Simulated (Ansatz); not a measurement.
A scan (energy over volume and axial ratio; atoms clamped) gave these values. These are PBE (plane waves to 420 eV, PAW, scalar-relativistic; Ansatz, a quantum-chemistry and plane-wave program) values and carry that method's errors.

The modulus against c/a change at fixed volume, (3/4V)·∂²E/∂(ln c/a)² (fit, atoms clamped) comes out as 473 GPa, an upper bound as the atoms could relax.

Task: Of these crystals, all scanned alike, which one is it?
(A) BN (wurtzite)
(B) La₂O₃ (A-La2O3 type, space group P-3m1)
(C) Hf (hcp, Mg type)

Result: A, BN (wurtzite). The others have, for the modulus against c/a change at fixed volume, (3/4V)·∂²E/∂(ln c/a)²: La2O3 47 GPa, Hf 62 GPa

All were relaxed with their symmetry unable to fall. Hf is run without spin polarisation. La2O3 is run without spin polarisation. Spin-orbit coupling is left out. As the atoms are clamped, bonds stretch with the cell, which overstates energies and stresses.

(A scan under strain: stresses follow from slopes of the energy per volume, elastic moduli from its curvatures.)
